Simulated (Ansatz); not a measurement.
ZnS:
```yaml
crystal:
  lattice:
    - [3.84516, 0.00000, 0.00000]
    - [-1.92258, 3.33000, 0.00000]
    - [0.00000, 0.00000, 6.30554]
  atoms:
    - { symbol: Zn, position: [0.66667, 0.33333, 0.99986] }
    - { symbol: Zn, position: [0.33333, 0.66667, 0.49986] }
    - { symbol: S, position: [0.66667, 0.33333, 0.62534] }
    - { symbol: S, position: [0.33333, 0.66667, 0.12534] }
```

Relaxed with PBE. Special points in fractions of this cell's reciprocal vectors: Γ (0.000, 0.000, 0.000); M (0.500, 0.000, 0.000); K (0.333, 0.333, 0.000); A (0.000, 0.000, 0.500); L (0.500, 0.000, 0.500); H (0.333, 0.333, 0.500).

Question: List the band energies nearest the valence-band maximum at these points for plane-wave PAW PBE (Ansatz code).

Answer: In eV from the valence-band maximum; about four levels below and three above (degenerate sets whole), none deeper than 8.9 eV; points with the same levels are listed once.

```
k                        below                above
-  ---------------------------  -------------------
Γ  -0.86 -0.86 -0.07 0.00 0.00  2.08 3.05 6.31 6.31
M      -3.14 -2.14 -1.61 -0.85       3.68 4.17 5.13
K      -3.69 -2.22 -2.22 -2.00       4.35 5.76 5.76
A      -0.45 -0.45 -0.45 -0.45  3.47 3.47 6.74 6.74
L      -1.57 -1.57 -1.54 -1.54  3.53 3.53 5.23 5.23
H      -2.92 -2.92 -1.29 -1.29  4.45 4.45 6.34 6.34
```

Space group P6_3mc (wurtzite). The PBE relaxation kept the symmetry of its start; phonons on a q-mesh show no instability.

Potentials: the later of the program's two PAW sets.
